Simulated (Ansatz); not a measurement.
ScNiN₂:
Space group R-3m, hexagonal axes (No. 166); a = 3.286 Å, b = 3.286 Å, c = 16.564 Å, α = 90.00°, β = 90.00°, γ = 120.00°

```csv
atom,site,symmetry,x,y,z
Sc,3b,-3m,0.0000,0.0000,0.5000
Ni,3a,-3m,0.0000,0.0000,0.0000
N,6c,3m,0.0000,0.0000,0.1031
```
(The calculation used a cell of 4 atoms; values per cell refer to that cell.)
The run is spin-polarised, in the one order tried: ferromagnetic.

Relaxed at zero pressure with PBEsol (plane waves, PAW; program Ansatz).

The volume is raised by 3 % and shape and atoms relax at that volume. What pressure results, and how do the axes share the change?

-3.5 GPa; a 1.5 %, b 1.5 %, c 0.0 %; the energy rises by 4 meV/atom.

Give the new structure.


Space group R-3m, hexagonal axes (No. 166); a = b = 3.3338 Å, c = 16.5722 Å, α = β = 90.00°, γ = 120.00°

```
atom  site  symmetry       x       y       z
----  ----  --------  ------  ------  ------
Sc      3b       -3m  0.0000  0.0000  0.5000
Ni      3a       -3m  0.0000  0.0000  0.0000
N       6c        3m  0.0000  0.0000  0.1035
```

The phase is kept; no other phase was compared at this pressure.

The start of the workflow was typed in or built on a structure type; neither database checked (COD, Materials Project) lists it. Whether it is the stable phase at ambient conditions was not checked. Symmetry was held in the PBEsol relaxation; its stability against distortions is not shown here. Magnetic state: ferromagnetic, the only order run, not a proven ground state. No Hubbard U is applied.

Potentials: the earlier of the program's two PAW sets. The files were generated under PBE; for other functionals the program regenerates the frozen cores, and for LDA and PBEsol the local potential too.
